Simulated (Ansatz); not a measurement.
Given:

MgZn$_{2}$O$_{3}$:
Space group P-3m1 (No. 164); a = b = 3.009 Å, c = 7.334 Å, α = β = 90.00°, γ = 120.00°

```csv
atom,site,symmetry,x,y,z
Mg,1a,-3m.,0.0000,0.0000,0.0000
Zn,2d,3m.,0.6667,0.3333,0.3318
O,2d,3m.,0.3333,0.6667,0.1617
O,1b,-3m.,0.0000,0.0000,0.5000
```

This is the PBEsol-relaxed structure.

Q: All from PBEsol (plane waves, PAW; program Ansatz), unless another level is named. Predict the HSE06 gap on the PBEsol cell.

A: 3.75 eV.

Q: What about the band gap?

A: 1.88 eV (direct).

Q: What about the formation energy from the elements (no fitted shifts)?

A: -174 kJ/mol of atoms.

Q: Give the electron effective mass.

A: 0.24 mₑ (isotropic).

Q: And the weight of the conduction-edge state by species (Voronoi cells)?

A: O 49 %, Zn 39 %, Mg 11 %.

The first step of the workflow began from a Materials Project structure, measured or hypothetical; the Crystallography Open Database copy checked does not list it. With Mg and Zn taken as one species the cell has the higher symmetry Fm-3m, so it may be an ordered model of a mixed-site phase. Its standing as an ambient phase is unchecked. The PBEsol relaxation kept the symmetry of its start; of distortions, only those at the zone centre were tested. The references are the lowest solids computed at this level, not always the standard phases (solids in place of the gases).

Potentials: the later of the program's two PAW sets.
